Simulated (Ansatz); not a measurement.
With PBE in the plane-wave PAW code Ansatz, BP in the CsCl type structure (Pm-3m) relaxes to a = 2.714 Å. B has 8 nearest neighbours from 2.35 Å (cubic). Against the elements it lies at 1.41 eV/atom, with no fitted shifts.

Electronic character: metallic (no gap).

An equation-of-state fit gives a bulk modulus of 1330 kbar.

The start of the workflow was typed in or built on a structure type; neither database checked (COD, Materials Project) lists it. It is not the phase usual at ambient conditions (space group No. 216). The cell was relaxed with PBE under the symmetry of its start; whether a distortion lowers the energy is not shown. The volume moved by 19 % from the start of the relaxation. Its formation energy is positive at this level, so the cell may be metastable or incomplete. The references are the lowest solids computed at this level, not always the standard phases.

Potentials: the earlier of the program's two PAW sets.
